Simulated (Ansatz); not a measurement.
## Data sheet: Ag (DFT)

Ag:
```
Ag
1.0
    0.00000     3.77077     3.77077
    3.77077     0.00000     3.77077
    3.77077     3.77077     0.00000
Ag
6
Direct
  0.75000   0.75000   0.75000
  0.50000   0.50000   0.50000
  0.12500   0.62500   0.12500
  0.12500   0.12500   0.12500
  0.62500   0.12500   0.12500
  0.12500   0.12500   0.62500
```

Space group Fd-3m (No. 227); conventional cell a = b = c = 7.5415 Å, α = β = γ = 90.00°.

Method: DFT-PBEsol in the program Ansatz with PAW potentials. The cell and atoms are relaxed at this level. Other levels are named where they apply.

Cell and energy:

- Volume per atom: 17.87 Å³
- Density: 10.02 g/cm³

Electronic structure:

Electronic character: metallic (no gap)
Density of states at the Fermi level: 0.29 states/eV per atom (mean over ±0.08 eV)

Mechanics:

- Bulk modulus (Birch–Murnaghan fit) = 102 GPa
- Pressure derivative B′ = 5.6
- Elastic constants (relaxed ions, GPa) = C11 = 129, C12 = 88.7, C44 = 38.4
- Mechanical stability = stable (all eigenvalues of C positive)
- Hill bulk and shear moduli = 102 and 29.7 GPa
- Young's modulus = 81.1 GPa
- Poisson's ratio = 0.37
- Debye temperature from the elastic constants = 221 K

Phonons:

- Highest zone-centre frequency = 8.72 THz
- Zone-centre stability = unstable, softest mode 55i cm⁻¹

The start of the workflow was typed in or built on a structure type; neither database checked (COD, Materials Project) lists it. It is not the phase usual at ambient conditions (space group No. 225). The cell was relaxed with PBEsol under the symmetry of its start. No spin polarisation was allowed. As this level gives no gap, shear constants depend on the k-mesh and smearing (Fermi–Dirac, 0.1 eV here). As this level gives no gap, phonon frequencies hold no LO–TO term and depend on the k-mesh and smearing (Fermi–Dirac, 0.1 eV here). Spin–orbit coupling is left out wherever it is not named.

Potentials: the later of the program's two PAW sets.
